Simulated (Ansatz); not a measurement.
**A vibration from a frozen displacement in ScIr**

Method: DFT PBEsol, scalar-relativistic, plane waves, PAW in Ansatz 0.2.0. Cutoff 420 eV, Γ-centred 14×14×14 k-points, Gaussian smearing of 0.15 eV. Spin–orbit coupling is left out, which matters for the heavy elements here. No spin polarisation. Energies are free energies at this smearing, counted from the undisturbed cell; pressure is positive in compression.

The undisturbed cell (as given, not relaxed at this level; it stands at -2.8 GPa, and it needn't be the usual structure):

```
Sc Ir
1.0
     3.20600    0.00000    0.00000
     0.00000    3.20600    0.00000
     0.00000    0.00000    3.20600
Sc Ir
1 1
Cartesian
  1.6030 1.6030 1.6030
  0.0000 0.0000 0.0000
```

Every Ir atom is moved by x along the Cartesian unit vector (1.000, 0.000, 0.000); the cell and all other atoms stay fixed. The cell's volume is 32.95 Å³; the moved atoms weigh 192.217 u together and the others 44.956 u. Some rows repeat others by symmetry and weren't run.

```
  x (Å)  ΔE (meV/cell) total force on the moved atoms along the move (eV/Å) pressure (GPa)
-0.5000         734.25                                                2.9181          9.4006
-0.4375         561.96                                                2.5882          6.7286
-0.3750         411.39                                                2.2261          4.3120
-0.3125         284.02                                                1.8481          2.1934
-0.2500         180.47                                                1.4655          0.4142
-0.1875         100.75                                                1.0865         -0.9920
-0.1250          44.48                                                0.7158         -2.0045
-0.0625          11.07                                                0.3548         -2.6148
 0.0000           0.00                                                0.0000         -2.8192
 0.0625          11.07                                               -0.3548         -2.6148
 0.1250          44.48                                               -0.7158         -2.0045
 0.1875         100.75                                               -1.0865         -0.9920
 0.2500         180.47                                               -1.4655          0.4142
 0.3125         284.02                                               -1.8481          2.1934
 0.3750         411.39                                               -2.2261          4.3120
 0.4375         561.96                                               -2.5882          6.7286
 0.5000         734.25                                               -2.9181          9.4006
```

Question: What frequency belongs to this motion?

Answer: The force constant is k = −dF/dx = 5.677 eV/Å², from the parabola through x = -0.0625, 0 and 0.0625. In every cell the moved atoms swing against the rest, so the mass is μ = m₁m₂/(m₁ + m₂) = 36.435 u, and ν̃ = 521.5 cm⁻¹ × √(|k|/μ) = 206 cm⁻¹, at this cell's pressure of -2.8 GPa. To first order in x, and within 1 %, the force on every atom lies along the move and, within each of the two groups, in proportion to the atom's mass, so this is itself a mode at the zone centre of this cell.

Question: How far does the harmonic law reach?

Answer: At x = -0.500 Å, kx²/2 = 709.60 meV against the computed 734.25 meV (+3.5 %): the well is still close to harmonic there.

Question: The pressure changes with x². What does that say about the frequency under compression?

Answer: With E = k(V)x²/2, k ∝ V^(−2γ) and x scaling with the cell as V^(1/3), P − P0 = −∂E/∂V = (2γ − 2/3) ΔE/V. At x = 0.1250 Å, V(P − P0) = 32.95 × 0.81472 / 160.2 eV = 167.57 meV and ΔE = 44.48 meV, so γ = 1/3 + V(P − P0)/(2ΔE) = 2.22. This is the Grüneisen parameter of the motion under uniform scaling of the cell: shrinking the cell evenly by 1 % in volume raises the frequency by about 2.22 %.

In a metal these slopes depend on the k mesh and the smearing.